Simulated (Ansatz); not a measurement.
Relaxed-ion elastic tensor of Co in space group Fd-3m (No. 227; Co on 8a, Co on 16d) in GPa (Voigt order), PBEsol in the plane-wave PAW code Ansatz; density 8.90 g/cm³, 10.99 Å³ per atom.

|  | 1 | 2 | 3 | 4 | 5 | 6 |
|---|---|---|---|---|---|---|
| 1 | 319 | 163 | 163 | 0.0 | 0.0 | 0.0 |
| 2 | 163 | 319 | 163 | 0.0 | 0.0 | 0.0 |
| 3 | 163 | 163 | 319 | 0.0 | 0.0 | 0.0 |
| 4 | 0.0 | 0.0 | 0.0 | 107 | 0.0 | 0.0 |
| 5 | 0.0 | 0.0 | 0.0 | 0.0 | 107 | 0.0 |
| 6 | 0.0 | 0.0 | 0.0 | 0.0 | 0.0 | 107 |

### Question
Is the crystal mechanically stable?

### Answer
Yes: the smallest eigenvalue of C is 107 GPa.

### Question
Work out the Voigt, Reuss and Hill averages.

### Answer
K_V = 215, K_R = 215, K_H = 215; G_V = 95.6, G_R = 93.3, G_H = 94.5 GPa.

### Question
Give Young's modulus, Poisson's ratio, Pugh's ratio and the universal anisotropy index.

### Answer
E = 9KG/(3K + G) = 247 GPa; ν = 0.31; K/G = 2.27 (ductile by the Pugh limit of 1.75); A_U = 5G_V/G_R + K_V/K_R − 6 = 0.12.

### Question
Estimate the sound speeds and the Debye temperature.

### Answer
v_l = √((K + 4G/3)/ρ) = 6190 m/s, v_t = √(G/ρ) = 3260 m/s, mean 3640 m/s; Θ = (h/k)(3n/4πV)^(1/3) v_m = 488 K.

### Question
Give the Zener ratio and Young's modulus along [100], [110] and [111].

### Answer
A = 2C44/(C11 − C12) = 1.38; 1/E = S11 − 2(S11 − S12 − S44/2)Γ with Γ = 0, 1/4, 1/3 gives 209, 255, 276 GPa.

### Question
Solve the Christoffel equation for the three sound speeds along [100], [110], [111].

### Answer
Eigenvalues of C_ijkl n_j n_l equal ρv². In km/s, slowest first: [100] 3.47, 3.47, 5.98; [110] 2.96, 3.47, 6.25; [111] 3.14, 3.14, 6.34.

The first step of the workflow began from a Materials Project structure, measured or hypothetical; the Crystallography Open Database copy checked does not list it. It is not the phase usual at ambient conditions (space group No. 194). The PBEsol relaxation kept the symmetry of its start; its stability against distortions is not shown here. The final state is ferromagnetic, chosen from 4 collinear starts compared on coarse meshes (ties went to the first, and starts can fall back to one state), not a proven ground state. As this level gives no gap, shear constants depend on the k-mesh and smearing (Fermi–Dirac, 0.1 eV here). On the denser mesh and wider smearing of the elastic run this cell carries a stress of 0.3 GPa.

Potentials: the earlier of the program's two PAW sets.
